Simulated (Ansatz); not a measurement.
All numbers below come from DFT PBE, scalar-relativistic, plane waves, PAW (Ansatz). Settings: cutoff 420 eV, Γ-centred meshes spaced at most about 0.3 Å⁻¹, and about 0.25 Å⁻¹ or finer for metals (2π included), Gaussian smearing. No spin polarisation in the final relaxations.

All energies are static (0 K, no zero-point motion). All come from trial cells, and lower structures may exist.

Question: Which of these relaxed structures of Al₅N is the lowest in energy?
A.

```
CELL_PARAMETERS angstrom
5.28085 0.00000 0.00000
0.00000 5.28085 0.00000
0.00000 0.00000 4.78938
ATOMIC_POSITIONS crystal
Al 0.24753 0.24753 0.20306
Al 0.75247 0.75247 0.20306
Al 0.75247 0.24753 0.20306
Al 0.24753 0.75247 0.20306
Al 0.00000 0.00000 0.79196
N 0.00000 0.00000 0.40369
```

B.

```
CELL_PARAMETERS angstrom
2.72162 1.57133 4.26088
-2.72162 1.57133 4.26088
0.00000 -3.14266 4.26088
ATOMIC_POSITIONS crystal
Al 0.34274 0.85050 0.34274
Al 0.34274 0.34274 0.85050
Al 0.85050 0.34274 0.34274
Al 0.74893 0.74893 0.74893
Al 0.34928 0.34928 0.34928
N 0.59879 0.59879 0.59879
```

C.

```
CELL_PARAMETERS angstrom
4.96303 0.00000 0.00000
-2.48151 4.29811 0.00000
0.00000 0.00000 4.17766
ATOMIC_POSITIONS crystal
Al 0.31039 0.00000 0.00000
Al 0.00000 0.31039 0.00000
Al 0.68961 0.68961 0.00000
Al 0.33333 0.66667 0.50000
Al 0.66667 0.33333 0.50000
N 0.00000 0.00000 0.50000
```

D.

```
CELL_PARAMETERS angstrom
4.76118 0.00000 0.00000
-0.03684 5.03151 0.00000
-0.15790 -0.32095 8.29012
ATOMIC_POSITIONS crystal
Al 0.94482 0.17413 0.17719
Al 0.02629 0.64957 0.70382
Al 0.03533 0.67678 0.03330
Al 0.02324 0.16360 0.52465
Al 0.02819 0.65778 0.37302
Al 0.09480 0.15387 0.86578
Al 0.51668 0.53686 0.21892
Al 0.55353 0.94257 0.67936
Al 0.51477 0.02842 0.36138
Al 0.54323 0.53058 0.88176
N 0.23367 0.31001 0.33308
N 0.48546 0.17582 0.84773
```

Answer: D. It has space group P1 (No. 1); the next, B, with space group R3m (No. 160), lies 72 meV/atom higher. Counting Al atoms around N (those within 1.25 times the shortest such distance or 1.15 times the sum of covalent radii; a slash parts the counts of unlike sites), the lowest has N 3/5 and the next has N 4.

Cells relaxed within their symmetry can be saddle points. The P1 cell of Al5N came from shaking the P-62m one. Some types were kept out of the candidates beforehand, so the set may lack a known form.
